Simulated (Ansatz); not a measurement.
Level of theory: DFT PBE, scalar-relativistic, plane waves, PAW (Ansatz). All cells share a 420 eV cutoff and Γ-centred k meshes spaced about 0.3 Å⁻¹ or finer (0.25 for metals, 2π included). No spin polarisation.

This relaxed SrNb cell comes from a structure search over trial cells.

```xyz
6
Lattice="3.8057 0.0000 0.0000 -1.9029 3.2959 0.0000 0.0000 0.0000 15.6951" Properties=species:S:1:pos:R:3 pbc="T T T"
Sr    0.0000    0.0000    3.5990
Sr    1.9029    1.0986    0.0000
Sr    0.0000    0.0000   12.0961
Nb    0.0000    0.0000    7.8476
Nb    1.9029    1.0986    6.3033
Nb    1.9029    1.0986    9.3919
```

Wave vectors count in units of this cell's reciprocal vectors.

Question: Is this structure dynamically stable?

Answer: No. The phonons on a 2×2×1 q mesh of the computed 6-atom cell go imaginary, to 54i cm⁻¹ at q = (0.00, -0.50, 0.00). (Phonon run: 12×12×2 k mesh, Gaussian smearing of 0.10 eV.) With atoms moved at random and symmetry off, it falls by 265 meV/atom into P2_1 (No. 4). Conventional cell: a = 3.733 Å, b = 7.129 Å, c = 15.115 Å, β = 97.1°. Sr on its first site has 2 Nb at 3.39 Å, 2 Sr at 3.73 Å, 7 Sr at 4.02–4.31 Å and 2 Nb at 4.10–4.12 Å; Sr on its second site has 4 Nb at 3.52 Å, 2 Sr at 3.73 Å, 4 Sr at 4.02–4.03 Å, 1 Nb at 4.07 Å and 3 Sr at 4.27–4.36 Å; Sr on its third site has 2 Sr at 3.73 Å and 10 Sr at 4.02–4.36 Å; Nb on its first site has 8 Nb at 2.81–2.96 Å, 4 Nb at 3.60–3.73 Å and 3 Sr at 4.07–4.12 Å; 2 more sites not described.

```cif
data_structure
_symmetry_space_group_name_H-M 'P 1'
_symmetry_Int_Tables_number 1
_cell_length_a 3.7327
_cell_length_b 7.1286
_cell_length_c 15.1150
_cell_angle_alpha 90.000
_cell_angle_beta 97.091
_cell_angle_gamma 90.000
_cell_volume 399.12
loop_
_atom_site_label
_atom_site_type_symbol
_atom_site_fract_x
_atom_site_fract_y
_atom_site_fract_z
_atom_site_occupancy
Sr1 Sr 0.86392 0.53334 0.23896 1
Sr2 Sr 0.36967 0.03363 0.24559 1
Sr3 Sr 0.75110 0.83357 0.00114 1
Sr4 Sr 0.24890 0.33357 0.99886 1
Sr5 Sr 0.63033 0.53363 0.75441 1
Sr6 Sr 0.13608 0.03334 0.76104 1
Nb1 Nb 0.50840 0.03333 0.51661 1
Nb2 Nb 0.49160 0.53333 0.48339 1
Nb3 Nb 0.95684 0.82363 0.41771 1
Nb4 Nb 0.95662 0.24299 0.41770 1
Nb5 Nb 0.04338 0.74299 0.58230 1
Nb6 Nb 0.04316 0.32363 0.58229 1
```

Phonons of metals hang on the k mesh and the smearing.
